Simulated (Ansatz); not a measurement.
Input file for Ansatz (an electronic-structure program):

Ansatz 0.2 input:
```yaml
crystal:
  lattice:
    - [2.8414148068, 0.0, 0.0]
    - [-1.4207074034, 2.4607374054, 0.0]
    - [0.0, 0.0, 2.7819230694]
  atoms:
    - { symbol: Ag, position: [0.0, 0.0, 0.0] }
kpoints:
  mp_grid: { grid: [12, 12, 11] }
  band_path:
    path:
      - [[0.0, 0.0, 0.0], [0.5, 0.0, 0.0], [0.3333333333, 0.3333333333, 0.0], [0.0, 0.0, 0.0], [0.0, 0.0, 0.5], [0.5, 0.0, 0.5], [0.3333333333, 0.3333333333, 0.5], [0.0, 0.0, 0.5]]  # Γ-M-K-Γ-A-L-H-A
      - [[0.5, 0.0, 0.5], [0.5, 0.0, 0.0]]  # L-M
      - [[0.3333333333, 0.3333333333, 0.5], [0.3333333333, 0.3333333333, 0.0]]  # H-K
    npoints: 8
basis: { xc_grid: 2 }
hamiltonian:
  xc: pbe
  pseudopotentials: { azcp: { folder: ./paw }, kind: paw_fr }
magnetization: { noncollinear: true, spin_orbit: true }
scf:
  n_extra_bands: 13
  convergence: { dr2_threshold: 0.0000000001 }
  occupations: { method: gaussian, width: 0.05 }
output: { eigenvalues: true }
```

Output (shortened):

```
Pseudopotential: Ag, paw, valence charge 19
Functional definition: PBE
non-collinear run that drives no moment, with spin-orbit …
Crystal: 1 atoms, lattice volume = 19.451 Å³
Basis set: ecut = 420 eV, 405 PW (Γ), exchange–correlation on 40×40×40 points (8 copies of the dense FFT grid, shifted against one another)
Bands: 32, of which v1, the nominal top of the filled ones, is band 19 counted from 1 (18 counted from 0)
Symmetry: 24 space group operations + 24 with time reversal
k-points: 114 of 1584
Projection manifold: j_resolved (fully-relativistic pseudo-atomic orbitals)
SCF iter   1: F=—  HF=-7592.988847 eV  |F-HF|=—  |Δ(HF+E_count)|=         —  Δρ=6.20e-2  dr2=8.22e-1  dr2_m=0.00e0 (ungated)  ethr=3.10e-3  |M|=0.00e0 ∫|m|=0.00e0 μB  |m|>n=0.0e0 m-floor=0.0e0 τ_xc=0.0e0  β_m=0.30  ⟨swp⟩=5.9  Hψ=8271  notcnv=0  defer=188
preconditioner: auto → none
SCF iter   2: F=—  HF=-7592.781825 eV  |F-HF|=—  |Δ(HF+E_count)|=   2.07e-1  Δρ=1.46e-2  dr2=3.36e-2  dr2_m=0.00e0 (ungated)  ethr=3.10e-3  |M|=0.00e0 ∫|m|=0.00e0 μB  |m|>n=0.0e0 m-floor=0.0e0 τ_xc=0.0e0  β_m=0.33  ⟨swp⟩=2.8  Hψ=3121  notcnv=0  defer=884
SCF iter   3: F=—  HF=-7592.774449 eV  |F-HF|=—  |Δ(HF+E_count)|=   7.38e-3  Δρ=8.36e-3  dr2=6.90e-3  dr2_m=0.00e0 (ungated)  ethr=1.77e-4  |M|=0.00e0 ∫|m|=0.00e0 μB  |m|>n=0.0e0 m-floor=0.0e0 τ_xc=0.0e0  β_m=0.56  ⟨swp⟩=2.0  Hψ=1792  notcnv=0  defer=884
SCF iter   4: F=—  HF=-7592.772125 eV  |F-HF|=—  |Δ(HF+E_count)|=   2.32e-3  Δρ=5.38e-4  dr2=2.58e-5  dr2_m=0.00e0 (ungated)  ethr=3.63e-5  |M|=0.00e0 ∫|m|=0.00e0 μB  |m|>n=0.0e0 m-floor=0.0e0 τ_xc=0.0e0  β_m=0.73  ⟨swp⟩=2.2  Hψ=2485  notcnv=0  defer=884
SCF iter   5: F=—  HF=-7592.772135 eV  |F-HF|=—  |Δ(HF+E_count)|=   9.65e-6  Δρ=1.18e-4  dr2=8.69e-7  dr2_m=0.00e0 (ungated)  ethr=1.36e-7  |M|=0.00e0 ∫|m|=0.00e0 μB  |m|>n=0.0e0 m-floor=0.0e0 τ_xc=0.0e0  β_m=0.87  ⟨swp⟩=2.4  Hψ=2233  notcnv=0  defer=884
SCF iter   6: F=—  HF=-7592.772138 eV  |F-HF|=—  |Δ(HF+E_count)|=   3.34e-6  Δρ=2.84e-6  dr2=1.37e-9  dr2_m=0.00e0 (ungated)  ethr=4.58e-9  |M|=0.00e0 ∫|m|=0.00e0 μB  |m|>n=0.0e0 m-floor=0.0e0 τ_xc=0.0e0  β_m=0.90  ⟨swp⟩=2.0  Hψ=1970  notcnv=0  defer=884
SCF iter   7: F=-7592.772138 eV  HF=-7592.772138 eV  |F-HF|=5.46e-12  |Δ(HF+E_count)|=  4.00e-10  Δρ=2.65e-7  dr2=2.77e-12  dr2_m=0.00e0 (ungated)  ethr=1.00e-12  |M|=0.00e0 ∫|m|=0.00e0 μB  |m|>n=0.0e0 m-floor=0.0e0 τ_xc=0.0e0  ⟨swp⟩=9.2  Hψ=8963  notcnv=0
SCF 1 converged in 7 iterations: F = -7592.772138 eV  dr2 = 2.77e-12
NSCF: frozen V_eff on 75 k-points
SCF converged after 7 iterations
Magnetization: |M| = 0.0000 μB,  M = (+0.0000, +0.0000, +0.0000) μB
Absolute magnetization: 0.0000 μB (∫|m|)
  site 0: m = (+0.0000, +0.0000, +0.0000) μB, |m| = 0.0000 μB  (R = 1.15 Å)
Free energy (F): -7592.772138 eV
Harris-Foulkes:  -7592.772138 eV  (|F-HF|=5.46e-12)
Internal energy: -7592.771543 eV  (E = F + TS)
E sigma→0 (E₀):  -7592.771841 eV
Entropy (-TS):   -0.000595 eV (-0.595 meV/atom)
Fermi energy:    14.489338 eV
--- Per-component energies (eV) ---
  E_band       = -285.441894
  E_kinetic    = 465.898324
  E_local      = -2343.480862  (includes V_loc(G=0)·N_el)
  E_nonlocal   = 32.623577
  E_hartree    = 1129.958953
  E_xc         = -158.131818
  E_vxc        = -200.079473  (∫ρ·V_xc dr)
  E_paw        = -3957.486464  (= ΣΔE_a)
  E_vpaw       = -500.321749  (= ΣTr[D̂ρ^β])
  E_aug_tail   = 0.000365  (compensation charges beyond the density's cutoff)
  E_ewald      = -2762.153618
  E_smearing   = -0.000595  (= −TS)
  E_closure    =  0.000000  (closes the sum)
  Σ components = -7592.772138   (vs F -7592.772138, Δ=0.00e0)
  [band-id]    e_kinetic+e_local+e_nonlocal+2·e_hartree+e_vxc+e_vpaw+e_augmentation_tail = -285.441911   (vs E_band -285.441894, Δ=-1.73e-5)
--- Band table (eV; the first three rows and the last of 114) ---
  k-point 0: bands = ["-77.2842", "-77.2842", "-44.2358", "-44.2358", "-39.1203", "-39.1203", "-39.1133", "-39.1133", "7.5927", "7.5927", "8.6274", "8.6274", "9.7345", "9.7345", "10.2045", "10.2045", "11.4928", "11.4928", "11.7540", "11.7540", "27.3772", …
  k-point 1: bands = ["-77.2834", "-77.2834", "-44.2382", "-44.2382", "-39.1209", "-39.1209", "-39.1193", "-39.1193", "7.7392", "7.7392", "8.7645", "8.7645", "9.7469", "9.7469", "10.2189", "10.2189", "11.4273", "11.4273", "11.6865", "11.6865", "25.8867", …
  k-point 2: bands = ["-77.2813", "-77.2813", "-44.2446", "-44.2446", "-39.1412", "-39.1412", "-39.1169", "-39.1169", "8.0765", "8.0765", "9.2500", "9.2500", "9.7800", "9.7800", "10.2576", "10.2576", "11.2578", "11.2578", "11.5101", "11.5101", "23.2793", …
  k-point 113: bands = ["-77.2580", "-77.2580", "-44.3148", "-44.3148", "-39.2287", "-39.2287", "-39.2260", "-39.2260", "9.2578", "9.2578", "9.4187", "9.4187", "10.2167", "10.2167", "10.5569", "10.5569", "11.9959", "11.9959", "20.9683", "20.9683", "22.4228", …
```

Cost: around 13 core-seconds (rough) on shared cores.

Space group P6/mmm (simple hexagonal). The start of the workflow was typed in or built on a structure type; neither database checked (COD, Materials Project) lists it. It is not the phase usual at ambient conditions (space group No. 225). The PBE relaxation kept the symmetry of its start; its stability against distortions is not shown here. The run is not spin-polarised.

Potentials: the earlier of the program's two PAW sets.

Ansatz is a plane-wave DFT program.
